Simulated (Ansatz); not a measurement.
Cu (fcc, Cu type)

```xyz
2
Lattice="0.0000 3.6297 3.6297 1.8148 1.8148 3.6297 1.8148 1.8148 0.0000" Properties=species:S:1:pos:R:3 pbc="T T T"
Cu     0.0000     0.0000     0.0000
Cu     1.8148     3.6297     5.4445
```

The atoms are displaced by Q × the pattern below (from a DFPT mode at X = (0.5, 0.5, 0.0), largest move 1; Q in Å), at fixed cell. It is one choice among 2 degenerate patterns. (q is in reciprocal vectors of the primitive cell; the cell shown is doubled to hold the pattern.)

```
atom      x       y      z
----  -----  ------  -----
Cu1   0.000   1.000  0.000
Cu2   0.000  -1.000  0.000
```

The numbers are results of PBE (plane waves to 420 eV, PAW, scalar-relativistic; Ansatz, a program for electronic structure), not measurements. k mesh 22×22×22 (Γ-centred), Fermi-Dirac smearing 0.05 eV. E stands for the smeared free energy. With partly filled bands, energies and forces of such displacements shift with the k mesh and the smearing. Cu is run without spin polarisation. Cu was relaxed with its symmetry unable to fall. ΔE is measured from the undisplaced structure.

Successive frames, forces in eV/Å:

```tsv
frame	ΔE (eV/cell)	F on Cu1	F on Cu2
Q = -0.233 Å	0.389	(0.000, 1.780, 0.000)	(0.000, -1.780, 0.000)
Q = -0.187 Å	0.243	(0.000, 1.358, 0.000)	(0.000, -1.358, 0.000)
Q = -0.140 Å	0.134	(0.000, 0.980, 0.000)	(0.000, -0.980, 0.000)
Q = -0.093 Å	0.059	(0.000, 0.635, 0.000)	(0.000, -0.635, 0.000)
```

Problem. What are the energy and the forces in the next frame, Q = -0.047 Å?

Solution. ΔE (eV/cell) = 0.015.

| atom | Fx | Fy | Fz |
|---|---|---|---|
| Cu1 | 0.000 | 0.312 | 0.000 |
| Cu2 | 0.000 | -0.312 | 0.000 |

(A displaced cell: forces are minus the slopes of the energy, force constants its curvatures, and phonons follow from these.)
